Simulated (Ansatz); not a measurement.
Computed with DFT PBE, scalar-relativistic, plane waves, PAW (Ansatz 0.2.0). All cells share a 420 eV cutoff and Γ-centred k meshes spaced at most about 0.3 Å⁻¹ (about 0.25 or finer for metals, 2π included). No spin polarisation in the final relaxations.

Temperature and zero-point effects are left out.

Compare these two cells of In2SbSe3, each relaxed at this level.

A.

```cif
data_structure
_symmetry_space_group_name_H-M 'Pmc2_1'
_symmetry_Int_Tables_number 26
_cell_length_a 4.0959
_cell_length_b 4.5023
_cell_length_c 18.3264
_cell_angle_alpha 90.000
_cell_angle_beta 90.000
_cell_angle_gamma 90.000
_cell_volume 337.96
loop_
_atom_site_label
_atom_site_type_symbol
_atom_site_symmetry_multiplicity
_atom_site_Wyckoff_symbol
_atom_site_fract_x
_atom_site_fract_y
_atom_site_fract_z
_atom_site_occupancy
In1 In 2 b 0.50000 0.32650 0.32552 1
In2 In 2 a 0.00000 0.84973 0.17145 1
Sb1 Sb 2 a 0.00000 0.48942 0.04108 1
Se1 Se 2 b 0.50000 0.80396 0.97998 1
Se2 Se 2 b 0.50000 0.24679 0.16479 1
Se3 Se 2 a 0.00000 0.77954 0.31731 1
```

B.

```cif
data_structure
_symmetry_space_group_name_H-M 'P4/mmm'
_symmetry_Int_Tables_number 123
_cell_length_a 6.1230
_cell_length_b 6.1230
_cell_length_c 7.6243
_cell_angle_alpha 90.000
_cell_angle_beta 90.000
_cell_angle_gamma 90.000
_cell_volume 285.85
loop_
_atom_site_label
_atom_site_type_symbol
_atom_site_symmetry_multiplicity
_atom_site_Wyckoff_symbol
_atom_site_fract_x
_atom_site_fract_y
_atom_site_fract_z
_atom_site_occupancy
In1 In 2 f 0.00000 0.50000 0.00000 1
Sb1 Sb 1 c 0.50000 0.50000 0.00000 1
Se1 Se 2 h 0.50000 0.50000 0.33975 1
Se2 Se 1 b 0.00000 0.00000 0.50000 1
```

Question: Which is lower in energy, and by how much?

Answer: A is lower, by 1.08 eV/atom. A has space group Pmc2_1 (No. 26), 28.2 Å³/atom and no gap on its mesh; B has space group P4/mmm (No. 123), 47.6 Å³/atom and no gap. Counting Sb or Se atoms around In (for each partner element, those within 1.25 times its shortest distance or 1.15 times the sum of covalent radii, where it is the nearest in units of that sum or under 1.3; a slash parts the counts of unlike sites), A has In 4/6 and B has In 2. B holds Se–Se pairs (shortest 2.44 Å); in A the shortest Se–Se distance is 3.93 Å. The denser one is the lower, and pressure would at first widen the difference. In A, In on its first site has 4 Se at 2.89–2.97 Å and 2 Se at 3.21 Å; around Sb lie 2 Se at 2.73 Å, 1 In at 2.89 Å and 2 Se at 3.24 Å; around Se on its first site lie 2 Sb at 2.73 Å and 1 In at 2.89 Å; 3 more sites not described. In B, In is surrounded by 2 Sb at 3.06 Å, 4 Se at 4.01 Å, 4 In at 4.33 Å and 4 Se at 4.89 Å; around Sb lie 2 Se at 2.59 Å and 4 In at 3.06 Å; Se on a site of symmetry 4mm has 1 Se at 2.44 Å, 1 Sb at 2.59 Å, 4 In at 4.01 Å and 4 Se at 4.50 Å; 1 more site not described. Both come from invented guesses.

Spin–orbit coupling, which can matter for Sb, is left out. In P4/mmm an odd number of electrons in the primitive cell allows no gap without spin; a larger cell or a magnetic state could open one. A magnetic state wasn't ruled out in cells without spin, among them P4/mmm. Cells relaxed within their symmetry can be saddle points.
